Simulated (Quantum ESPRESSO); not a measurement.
# In3SnMo2CuAg: input and log of a self-consistent run

Simulated, not a measurement. The program is pw.x of Quantum ESPRESSO 7.5 (plane-wave density functional theory). The cell is made up: eight metal atoms on a hexagonal close-packed lattice, with elements, volume, strain and displacements drawn at random and not relaxed, so it may be unstable or far from any real phase. PseudoDojo standard norm-conserving files set the functional (PBE unless stated); there is no spin polarisation or spin-orbit coupling, the Fermi-Dirac width of 0.25 eV means electrons at about 2900 K, and the masses in the input are unused placeholders. The copper pseudopotential is less sure than most, with forces differing by about three percent and pressure by about two GPa from a second method on plain copper. The tin pseudopotential is less sure than most, with forces differing by about three percent from a second method on plain tin. A spin test at this wide smearing found no moment, but such smearing suppresses magnetism that the real alloy may have.

Input:

```
&control calculation='scf', pseudo_dir='./dojo.nc.sr.pbe.v0_5.standard.upf', outdir='./o', disk_io='medium', tprnfor=.true., tstress=.true. /
&system ibrav=0, nat=8, ntyp=5, nbnd=70, ecutwfc=92.02030273, nosym=.true., tot_charge=0,
 occupations='smearing', smearing='fd', degauss=0.0183746611
/
&electrons conv_thr=1.470e-08, electron_maxstep=70, mixing_beta=0.5 /
ATOMIC_SPECIES
Ag 1.0 Ag.upf
Cu 1.0 Cu.upf
In 1.0 In.upf
Mo 1.0 Mo.upf
Sn 1.0 Sn.upf
CELL_PARAMETERS angstrom
-0.0218 0.0337 -4.689
-0.0073 5.104 -0.037
6.0491 -0.0084 0.0277
ATOMIC_POSITIONS angstrom
In -0.0207 0.0069 -0.1017
Sn 3.0033 0.0531 -0.0242
Mo 1.4663 2.4728 -0.0193
In 4.5471 2.5628 0.0761
Cu 0.1615 1.6649 -2.3546
In 3.2001 1.7109 -2.3772
Ag 1.3799 4.3225 -2.4129
Mo 4.4635 4.2739 -2.2278
K_POINTS automatic
5 5 4 1 1 1
```

The log is shortened where brackets say so; the opening notice, blank lines, dates and the lines on written files are dropped, and the path of the files is cut. It prints rydbergs, bohrs and kilobars, and counts compression as positive stress. Its total energy is the free energy E - TS of the whole cell.

```
     Program PWSCF v.7.5
     Parallel version (MPI & OpenMP), running on       1 processor cores
     Number of MPI processes:                 1
     Threads/MPI process:                     1
     [start-up lines left out]
     bravais-lattice index     =            0
     lattice parameter (alat)  =       8.8613  a.u.
     unit-cell volume          =     976.8898 (a.u.)^3
     number of atoms/cell      =            8
     number of atomic types    =            5
     number of electrons       =       119.00
     number of Kohn-Sham states=           70
     kinetic-energy cutoff     =      92.0203  Ry
     charge density cutoff     =     368.0812  Ry
     scf convergence threshold =      1.5E-08
     mixing beta               =       0.5000
     number of iterations used =            8  plain     mixing
     Exchange-correlation= PBE
                           (   1   4   3   4   0   0   0)
     [axes and pseudopotential details left out]
   Cartesian axes
     site n.     atom                  positions (alat units)
         1        In     tau(   1) = (  -0.0044144   0.0014715  -0.0216883  )
         2        Sn     tau(   2) = (   0.6404756   0.0113240  -0.0051608  )
         3        Mo     tau(   3) = (   0.3126991   0.5273426  -0.0041159  )
         4        In     tau(   4) = (   0.9697022   0.5465357   0.0162289  )
         5        Cu     tau(   5) = (   0.0344411   0.3550520  -0.5021356  )
         6        In     tau(   6) = (   0.6824446   0.3648619  -0.5069552  )
         7        Ag     tau(   7) = (   0.2942737   0.9218046  -0.5145685  )
         8        Mo     tau(   8) = (   0.9518739   0.9114403  -0.4750946  )
     number of k points=    50  Fermi-Dirac smearing, width (Ry)=  0.0184
                       cart. coord. in units 2pi/alat
        k(    1) = (   0.0974819   0.0912884  -0.0998008), wk =   0.0400000
        k(    2) = (   0.2912827   0.0915591  -0.1006999), wk =   0.0400000
     [further k points left out]
     Dense  grid:   116463 G-vectors     FFT dimensions: (  60,  60,  72)
     Estimated max dynamical RAM per process >     198.96 MB
     Initial potential from superposition of free atoms
     starting charge     118.9831, renormalised to     119.0000
     Starting wfcs are   76 randomized atomic wfcs
     total cpu time spent up to now is       26.1 secs
     per-process dynamical memory:   112.2 Mb
     Self-consistent Calculation
     iteration #  1     ecut=    92.02 Ry     beta= 0.50
     Davidson diagonalization with overlap
     ethr =  1.00E-02,  avg # of iterations =  3.7
     total cpu time spent up to now is      111.5 secs
     total energy              =   -1525.19450067 Ry
     estimated scf accuracy    <       2.10800983 Ry
     iteration #  2     ecut=    92.02 Ry     beta= 0.50
     Davidson diagonalization with overlap
     ethr =  1.77E-03,  avg # of iterations =  3.2
     total cpu time spent up to now is      178.8 secs
     total energy              =   -1525.39373683 Ry
     estimated scf accuracy    <      10.47169288 Ry
     iteration #  3     ecut=    92.02 Ry     beta= 0.50
     Davidson diagonalization with overlap
     ethr =  1.77E-03,  avg # of iterations =  3.1
     total cpu time spent up to now is      242.8 secs
     total energy              =   -1526.00281166 Ry
     estimated scf accuracy    <       7.87295141 Ry
     iteration #  4     ecut=    92.02 Ry     beta= 0.50
     Davidson diagonalization with overlap
     ethr =  1.77E-03,  avg # of iterations =  2.0
     total cpu time spent up to now is      306.9 secs
     total energy              =   -1526.39523968 Ry
     estimated scf accuracy    <       0.36454462 Ry
     iteration #  5     ecut=    92.02 Ry     beta= 0.50
     Davidson diagonalization with overlap
     ethr =  3.06E-04,  avg # of iterations =  2.0
     total cpu time spent up to now is      376.0 secs
     total energy              =   -1526.41252673 Ry
     estimated scf accuracy    <       0.04495483 Ry
     [iterations 6 to 10 left out]
     iteration # 11     ecut=    92.02 Ry     beta= 0.50
     Davidson diagonalization with overlap
     ethr =  8.11E-09,  avg # of iterations =  4.2
     total cpu time spent up to now is      787.9 secs
     total energy              =   -1526.42648100 Ry
     estimated scf accuracy    <       0.00000243 Ry
     iteration # 12     ecut=    92.02 Ry     beta= 0.50
     Davidson diagonalization with overlap
     ethr =  2.04E-09,  avg # of iterations =  2.0
     total cpu time spent up to now is      853.0 secs
     total energy              =   -1526.42648133 Ry
     estimated scf accuracy    <       0.00000032 Ry
     iteration # 13     ecut=    92.02 Ry     beta= 0.50
     Davidson diagonalization with overlap
     ethr =  2.69E-10,  avg # of iterations =  2.0
     total cpu time spent up to now is      913.0 secs
     total energy              =   -1526.42648138 Ry
     estimated scf accuracy    <       0.00000016 Ry
     iteration # 14     ecut=    92.02 Ry     beta= 0.50
     Davidson diagonalization with overlap
     ethr =  1.37E-10,  avg # of iterations =  1.2
     total cpu time spent up to now is      974.5 secs
     total energy              =   -1526.42648139 Ry
     estimated scf accuracy    <       0.00000007 Ry
     iteration # 15     ecut=    92.02 Ry     beta= 0.50
     Davidson diagonalization with overlap
     ethr =  5.87E-11,  avg # of iterations =  1.1
     total cpu time spent up to now is     1041.8 secs
     End of self-consistent calculation
     [lines on levels left out]
!    total energy              =   -1526.42648140 Ry
     estimated scf accuracy    <          1.0E-09 Ry
     smearing contrib. (-TS)   =      -0.09596787 Ry
     internal energy E=F+TS    =   -1526.33051353 Ry
     The total energy is F=E-TS. E is the sum of the following terms:
     one-electron contribution =    -551.75161767 Ry
     hartree contribution      =     362.24117850 Ry
     xc contribution           =    -299.01745481 Ry
     ewald contribution        =   -1037.80261955 Ry
     convergence has been achieved in  15 iterations
     Forces acting on atoms (cartesian axes, Ry/au):
     atom    1 type  3   force =     0.02450703    0.01271455    0.03527386
     atom    2 type  5   force =    -0.03999799   -0.05415857    0.01593117
     atom    3 type  4   force =     0.01539552    0.02189504   -0.00927178
     atom    4 type  3   force =     0.04548952    0.03034738   -0.01288270
     atom    5 type  2   force =    -0.00431432    0.01349347   -0.00572852
     atom    6 type  3   force =    -0.04068402    0.02134871    0.02070939
     atom    7 type  1   force =    -0.00150922   -0.02268554   -0.00744692
     atom    8 type  4   force =     0.00111349   -0.02295503   -0.03658450
     Total force =     0.126350     Total SCF correction =     0.000122
     Computing stress (Cartesian axis) and pressure
          total   stress  (Ry/bohr**3)                   (kbar)     P=       77.68
   0.00023214   0.00009502  -0.00003674           34.15       13.98       -5.40
   0.00009502   0.00078655   0.00006904           13.98      115.71       10.16
  -0.00003674   0.00006904   0.00056549           -5.40       10.16       83.19
     init_run     :     23.60s CPU     25.98s WALL (       1 calls)
     electrons    :    949.41s CPU   1015.68s WALL (       1 calls)
     forces       :     13.77s CPU     13.89s WALL (       1 calls)
     stress       :     34.73s CPU     34.91s WALL (       1 calls)
     [timing details left out]
     PWSCF        :  17m 1.87s CPU  18m11.10s WALL
     JOB DONE.
```

In other units: free energy -20768.090 eV for the cell, pressure 7.77 GPa, largest force component 1.392 eV/Å in size. The run took 1092 s of wall time with one process on a shared machine (AMD EPYC, Zen 5, virtual cores), so the time is rough. A rerun of this cell at a higher cutoff and on a denser mesh moved values by no more than 0.007 eV in energy, 0.02 GPa in stress and 0.005 eV/Å in force, and a second program with other atomic files agreed on that cell to 2 % rms in force and 0.5 GPa in pressure.